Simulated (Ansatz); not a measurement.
Sr$_{3}$SbN (anti-perovskite, Pm-3m) at seven volumes, PBEsol (plane waves, PAW; program Ansatz), scaled uniformly. One row is withheld.

```csv
V (Å³/atom),P (GPa)
24.595,5.74
25.406,?
26.217,1.64
27.028,0.00
27.839,-1.40
28.649,-2.59
29.460,-3.61
```

Fit the shown pressures and predict the withheld one.

P = (3/2)B₀(x^(7/2) − x^(5/2))[1 + (3/4)(B′ − 4)(x − 1)] with x = (V₀/V)^(2/3). Least squares on the six rows gives V₀ = 27.030 Å³/atom, B₀ = 50.1 GPa, B′ = 4.11. At V = 25.406, x = 1.0422 and P = 3.53 GPa. The run itself gave 3.55 GPa.

The first step of the workflow began from a Materials Project structure, measured or hypothetical; the Crystallography Open Database copy checked does not list it. Whether it is the stable phase at ambient conditions was not checked. The cell was relaxed with PBEsol under the symmetry of its start; its stability against distortions is not shown here. Scalar-relativistic: spin–orbit coupling is off unless named, which matters more the heavier the elements.

Potentials: the later of the program's two PAW sets.
